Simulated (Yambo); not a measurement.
A G0W0@PBEsol run in Yambo for ZnSe (zinc blende, space group F-43m, No. 216) under isotropic strain of -1.5 % on all lattice vectors (4×4×4 Γ-centred k mesh, bands 10 to 110 and a 10 Ry block in the screening, 110 bands in G with the Bruneval-Gonze terminator, plasmon pole fitted at 27.2 eV) gives these matrix elements, in eV, at the band edges (Γ → Γ):

```json
[
 {"state": "valence edge", "E0": "0.000", "<Vxc>": "-17.101", "<Σx>": "-20.900", "<Σc(E0)>": "2.160", "Z": "0.800"},
 {"state": "conduction edge", "E0": "1.425", "<Vxc>": "-13.011", "<Σx>": "-9.042", "<Σc(E0)>": "-3.678", "Z": "0.815"}
]
```

Q: Solve the linearised quasiparticle equation for both states, give the gap, and say how exchange and correlation each act on it.

A: E = E0 + Z(Σx + Σc − Vxc). Valence: 0.000 + 0.800 × (-20.900 + (2.160) − (-17.101)) = -1.31 eV. Conduction: 1.425 + 0.815 × (-9.042 + (-3.678) − (-13.011)) = 1.66 eV. The gap is 2.97 eV, against 1.42 eV in PBEsol. Replacing Vxc by bare exchange alone would open it by 7.77 eV; correlation takes back 5.84 eV of that, and Z scales what is left. Convergence of the G0W0 settings was not tested. Spin-orbit splittings are left out.

The standard potential for Se keeps a d shell in the valence without the s and p states of that shell. In tests on such compounds this moved G0W0 gaps by up to about 0.9 eV, so absolute quasiparticle energies here are unreliable; differences between settings are what counts.

Geometry strained from the cell relaxed with PBEsol, atoms relaxed again; primitive cell a = 3.923 Å, b = 3.923 Å, c = 3.923 Å, α = 60.00°, β = 60.00°, γ = 60.00°.
